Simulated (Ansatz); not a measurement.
**Response of SrTiO$_{3}$ to small distortions**

```
Sr Ti O
1.0
     3.90500    0.00000    0.00000
     0.00000    3.90500    0.00000
     0.00000    0.00000    3.90500
Sr Ti O
1 1 3
Cartesian
  0.0000 0.0000 0.0000
  1.9525 1.9525 1.9525
  0.0000 1.9525 1.9525
  1.9525 0.0000 1.9525
  1.9525 1.9525 0.0000
```

Atom numbers follow the list: Sr1, Ti2, O3, O4, O5.

Conventional cell: a = 3.905 Å, b = 3.905 Å, c = 3.905 Å, α = 90.00°, β = 90.00°, γ = 90.00°. Sr (atom 1) has 12 O at 2.76 Å as nearest neighbours. Ti (atom 2) is surrounded by 6 O at 1.95 Å. O (atom 3) is surrounded by 2 Ti at 1.95 Å.

The cell is COD entry 7212245, as deposited and not checked against the literature; nothing was relaxed.

Level of theory: DFT, PBEsol, all-electron PAW with datasets made for the crystal, scalar-relativistic (Ansatz 0.2.0).

Settings: a Γ-centred 7×7×7 k mesh, Fermi–Dirac smearing of 0.05 eV, cutoff 540 eV (chosen by the program for this cell), no spin polarisation.

The unchanged cell is at -1.96 GPa.

Semilocal functionals give too small gaps.

x, y and z are the Cartesian axes of the cell as listed; fractional coordinates follow a strain, and an engineering shear is twice the off-diagonal strain component.

Vzz stands for the principal value of largest size of the field-gradient tensor, whatever its axis.

Spin–orbit coupling is left out, which moves gradients at and beside heavy atoms by some per cent and at worst by a factor of two.

Q: One change gave: energy change +11 meV/atom; stress change (xx, yy, zz, yz, xz, xy) 0.21, 0.21, 0.21, 3.43, 3.43, 3.43 GPa, compression positive; Vzz in 10²¹ V/m²: Sr1 0 → -1.60 (η = 0.00), Ti2 0 → 1.27 (η = 0.00), O3 1.02 → 1.24 (η = 0.10); gap on the k mesh 1.89 → 1.73 eV. Which change was it?
A. equal xy, yz and zx engineering shear strains of -1 %
B. equal xy, yz and zx engineering shear strains of +2 %
C. equal xy, yz and zx engineering shear strains of +3 %
D. equal xy, yz and zx engineering shear strains of +1 %
E. equal xy, yz and zx engineering shear strains of -2 %
F. equal xy, yz and zx engineering shear strains of -3 %

A: F. For equal xy, yz and zx engineering shear strains of -1 %: energy change +1 meV/atom; stress change (xx, yy, zz, yz, xz, xy) 0.02, 0.02, 0.02, 1.13, 1.13, 1.13 GPa, compression positive; Vzz in 10²¹ V/m²: Sr1 0 → -0.57 (η = 0.00), Ti2 0 → 0.42 (η = 0.00), O3 1.02 → 1.05 (η = 0.07); gap on the k mesh 1.89 → 1.85 eV. For equal xy, yz and zx engineering shear strains of +2 %: energy change +5 meV/atom; stress change (xx, yy, zz, yz, xz, xy) 0.09, 0.09, 0.09, -2.22, -2.22, -2.22 GPa, compression positive; Vzz in 10²¹ V/m²: Sr1 0 → 1.25 (η = 0.00), Ti2 0 → -0.84 (η = 0.00), O3 1.02 → 1.12 (η = 0.24); gap on the k mesh 1.89 → 1.84 eV. For equal xy, yz and zx engineering shear strains of -2 %: energy change +5 meV/atom; stress change (xx, yy, zz, yz, xz, xy) 0.09, 0.09, 0.09, 2.27, 2.27, 2.27 GPa, compression positive; Vzz in 10²¹ V/m²: Sr1 0 → -1.11 (η = 0.00), Ti2 0 → 0.85 (η = 0.00), O3 1.02 → 1.12 (η = 0.10); gap on the k mesh 1.89 → 1.79 eV. For equal xy, yz and zx engineering shear strains of +1 %: energy change +1 meV/atom; stress change (xx, yy, zz, yz, xz, xy) 0.02, 0.02, 0.02, -1.12, -1.12, -1.12 GPa, compression positive; Vzz in 10²¹ V/m²: Sr1 0 → 0.61 (η = 0.00), Ti2 0 → -0.42 (η = 0.00), O3 1.02 → 1.05 (η = 0.11); gap on the k mesh 1.89 → 1.87 eV. For equal xy, yz and zx engineering shear strains of +3 %: energy change +11 meV/atom; stress change (xx, yy, zz, yz, xz, xy) 0.21, 0.21, 0.21, -3.32, -3.32, -3.32 GPa, compression positive; Vzz in 10²¹ V/m²: Sr1 0 → 1.92 (η = 0.00), Ti2 0 → -1.25 (η = 0.00), O3 1.02 → 1.23 (η = 0.37); gap on the k mesh 1.89 → 1.80 eV.
